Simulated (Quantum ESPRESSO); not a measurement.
**Band energies of Li₃BrO**

```
Li3BrO
1.0
    3.94864     0.00000     0.00000
    0.00000     3.94864     0.00000
    0.00000     0.00000     3.94864
Li O Br
3 1 1
Direct
  0.50000   0.00000   0.00000
  0.00000   0.50000   0.00000
  0.00000   0.00000   0.50000
  0.00000   0.00000   0.00000
  0.50000   0.50000   0.50000
```

PBEsol (pw.x of Quantum ESPRESSO, ONCV potentials, with spin-orbit coupling); path ΓXMΓRX,MR; energies in eV from the valence-band maximum.

| k (1/Å) | point | band 22 | band 23 | band 24 | band 25 | band 26 | band 27 | band 28 | band 29 |
|---|---|---|---|---|---|---|---|---|---|
| 0.00 | Γ | -0.37 | 4.45 | 4.45 | 6.06 | 6.06 | 6.06 | 6.06 | 11.40 |
| 0.40 |  | -0.68 | 5.30 | 5.30 | 5.81 | 5.81 | 7.82 | 7.82 | 9.02 |
| 0.80 | X | -1.13 | 5.59 | 5.59 | 6.06 | 6.06 | 8.19 | 8.19 | 8.20 |
| 0.99 |  | -0.81 | 5.56 | 5.56 | 6.34 | 6.34 | 7.65 | 7.65 | 8.03 |
| 1.59 | M | 0.00 | 4.29 | 4.29 | 5.91 | 5.91 | 7.15 | 7.15 | 7.16 |
| 1.97 |  | -0.14 | 4.81 | 4.81 | 6.80 | 6.80 | 7.67 | 7.67 | 8.13 |
| 2.53 |  | -0.38 | 4.72 | 4.72 | 6.11 | 6.11 | 6.33 | 6.33 | 10.16 |
| 2.72 | Γ | -0.37 | 4.45 | 4.45 | 6.06 | 6.06 | 6.06 | 6.06 | 11.40 |
| 3.06 |  | -0.42 | 5.27 | 5.27 | 6.53 | 6.53 | 6.56 | 6.56 | 9.40 |
| 3.41 |  | -0.60 | 6.50 | 6.50 | 7.19 | 7.19 | 7.34 | 7.34 | 7.39 |
| 3.92 |  | -0.79 | 7.38 | 7.38 | 7.92 | 7.92 | 7.93 | 7.93 | 8.95 |
| 4.09 | R | -0.94 | 7.99 | 7.99 | 7.99 | 7.99 | 7.99 | 7.99 | 9.06 |
| 4.42 |  | -0.61 | 6.79 | 6.79 | 7.20 | 7.20 | 8.00 | 8.00 | 8.53 |
| 4.74 |  | -0.28 | 6.06 | 6.06 | 6.49 | 6.49 | 7.04 | 7.04 | 8.08 |
| 5.22 | X | -1.13 | 5.59 | 5.59 | 6.06 | 6.06 | 8.19 | 8.19 | 8.20 |
| 5.22 | M | 0.00 | 4.29 | 4.29 | 5.91 | 5.91 | 7.15 | 7.15 | 7.16 |
| 5.54 |  | -0.32 | 5.85 | 5.85 | 6.38 | 6.38 | 7.32 | 7.32 | 7.34 |
| 6.02 | R | -0.94 | 7.99 | 7.99 | 7.99 | 7.99 | 7.99 | 7.99 | 9.06 |

The PBEsol gap is direct, 4.29 eV at M.

The cell is held in this high symmetry; tilts and polar distortions were not searched.

Geometry of the Materials Project entry, not relaxed at this level.
